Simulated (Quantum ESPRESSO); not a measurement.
# Strain and stress in Ge5Si2C

Calculated results; nothing here was measured. They come from pw.x of Quantum ESPRESSO 7.5, a plane-wave density functional program, with PseudoDojo standard norm-conserving files (v0.5 for PBE, v0.4.1 for LDA and PBEsol). The cells are made up: elements, strain and atom displacements were drawn at random, and nothing was relaxed. There is no spin polarisation, spin-orbit coupling or dispersion term.

The cell has 8 sites of a zincblende or diamond lattice. Sites 1 to 4 hold Ge Si C Ge; sites 5 to 8 hold Si Ge Ge Ge. Cell vectors in Å: (5.729, 0.052, -0.024); (0.052, 5.720, 0.011); (-0.024, 0.011, 5.736). Settings: PBE, cutoff 1116 eV, 6 x 6 x 6 k mesh shifted by half a step, Fermi-Dirac smearing of 0.1 eV.

Each run adds the same linear strain along x, y and z to one cell, with the atoms carried along; the vectors above are those of run 6. Stress is positive in tension and P is minus a third of its trace. E is the free energy for each atom above the lowest run shown.

| run | strain (%) | s_xx (GPa) | s_yy (GPa) | s_zz (GPa) | s_xy (GPa) | P (GPa) | E (meV/atom) |
| --- | --- | --- | --- | --- | --- | --- | --- |
| 1 | -1.71 | 3.93 | 4.12 | 3.84 | 2.28 | -3.96 | 0.00 |
| 2 | -1.42 | 4.38 | 4.56 | 4.30 | 2.18 | -4.41 | 5.14 |
| 4 | -0.59 | 5.55 | 5.72 | 5.49 | 1.91 | -5.59 | 23.04 |
| 5 | -0.17 | 6.07 | 6.24 | 6.03 | 1.78 | -6.11 | 33.73 |
| 6 | 0.07 | 6.36 | 6.52 | 6.32 | 1.71 | -6.40 | 40.31 |
| 7 | 2.04 | 8.24 | 8.37 | 8.25 | 1.20 | -8.29 | 105.69 |
| 3 | -1.11 | ? | ? | ? | ? | ? | ? |

A rerun of one of these cells at 1347 eV and k mesh 8 x 8 x 8 moved values by no more than 0.002 eV in the cell's energy, 0.02 GPa in stress and 0.008 eV/Å in force.

## Worked fit

A parabola through the six runs shown gives P = -6.32 - 1.19 e + 0.110 e² GPa, with e in per cent and a scatter of 0.01 GPa. A linear strain of 1 % changes the volume by about 3 %, so the bulk modulus of this cell with clamped atoms is about 40 ± 1 GPa at e = 0. The error is the larger of the fit's own and the change that a cubic makes, rounded up.

## Withheld run

Question: what P should run 3 give?

The fit gives -4.86 GPa. The calculation gave -4.87 GPa.

| run | strain (%) | s_xx (GPa) | s_yy (GPa) | s_zz (GPa) | s_xy (GPa) | P (GPa) | E (meV/atom) |
| --- | --- | --- | --- | --- | --- | --- | --- |
| 3 | -1.11 | 4.84 | 5.02 | 4.76 | 2.07 | -4.87 | 11.35 |